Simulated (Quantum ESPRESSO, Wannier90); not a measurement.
InHO$_{2}$ (Pmn2₁): Wannier90 run

```yaml
crystal:
  lattice:
    - [3.29850, 0.00000, 0.00000]
    - [0.00000, 4.59052, 0.00000]
    - [0.00000, 0.00000, 5.30213]
  atoms:
    - { symbol: In, position: [0.00000, 0.72794, 0.00035] }
    - { symbol: In, position: [0.50000, 0.27206, 0.50035] }
    - { symbol: H, position: [0.00000, 0.80110, 0.47911] }
    - { symbol: H, position: [0.50000, 0.19890, 0.97911] }
    - { symbol: O, position: [0.00000, 0.52282, 0.63851] }
    - { symbol: O, position: [0.50000, 0.47718, 0.13851] }
    - { symbol: O, position: [0.00000, 0.98158, 0.36403] }
    - { symbol: O, position: [0.50000, 0.01842, 0.86403] }
```

Structure: Materials Project mp-504535, symmetrised, not relaxed again. COD (Crystallography Open Database) has an entry of this formula and space group (matched by these alone). Computed values, not measurements, from PBEsol: Quantum ESPRESSO (norm-conserving PseudoDojo potentials, cutoff 68 Ry, no spin polarisation, no spin-orbit coupling) on a Γ-centred 6×6×4 mesh, then Wannier90. Density: 10×8×6 mesh, Gaussian smearing 0.01 Ry. Spin-orbit coupling is left out although heavy elements are present.

Functional, cutoff and mesh named above are those of the base row (6×6×4); the first column says what each row takes instead. Model: 16 functions from bands 1-4,15-26, start SCDM (isolated) (the valence bands). Energies are relative to the valence-band maximum; the misfit is to pw.x on a path, for all bands of the set. Only the mesh of Bloch states changes. Ω_total can sit in another minimum from row to row; Ω_I of an isolated set cannot.

Question: Among the meshes 2×2×2, 3×3×2, 4×4×3, 5×5×3, 6×6×4, 7×7×5, which is the coarsest that interpolates to 20 meV rms?

Answer: 4×4×3.

```tsv
mesh	Ω_I (Å²)	Ω_total (Å²)	rms misfit (meV)	k-points (cost)	rough cost of nscf and overlaps (first row = 1)
2×2×2	11.59	12.81	41	8	1.0
3×3×2	12.68	13.84	32	18	2.4
4×4×3	13.48	14.58	6.3	48	5
5×5×3	13.72	14.79	6.5	75	8
6×6×4	13.98	15.03	1.5	144	15
7×7×5	14.13	15.16	1.3	245	21
```

Ω_I still rises with the mesh: the finite-difference spreads converge slowly and from below.
